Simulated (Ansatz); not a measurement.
AgBr:
```
CELL_PARAMETERS angstrom
      0.00000     2.92045     2.92045
      2.92045     0.00000     2.92045
      2.92045     2.92045     0.00000
ATOMIC_POSITIONS crystal
  Ag 0.00000 0.00000 0.00000
  Br 0.50000 0.50000 0.50000
```

Relaxed with PBE. Special points in fractions of this cell's reciprocal vectors: Γ (0.000, 0.000, 0.000); X (0.500, 0.000, 0.500); U (0.625, 0.250, 0.625); K (0.375, 0.375, 0.750); L (0.500, 0.500, 0.500); W (0.500, 0.250, 0.750).

Question: List the band energies nearest the valence-band maximum at these points for the program Ansatz at the PBE level (PAW).

Answer: In eV from the valence-band maximum; about four levels below and three above (degenerate sets whole), none deeper than 8.9 eV; … stands for higher levels left out; points with the same levels are listed once.

| k | below | above |
|---|---|---|
| Γ | -2.59 -2.59 -2.59 -2.59 -2.59 -1.75 -1.75 -1.75 | 0.69 … |
| X | -2.45 -2.23 -2.23 -2.16 | 1.71 7.15 8.86 |
| U | -2.27 -2.06 -1.88 -1.09 | 3.00 6.84 8.14 |
| L | -2.32 -2.32 -2.00 0.00 0.00 | 3.88 6.29 … |
| W | -2.23 -2.23 -2.12 -2.12 -1.39 | 3.71 7.13 … |

Space group Fm-3m (rock salt). Symmetry was held in the PBE relaxation. The run is not spin-polarised. Spin–orbit coupling is left out wherever it is not named.

Potentials: the later of the program's two PAW sets.
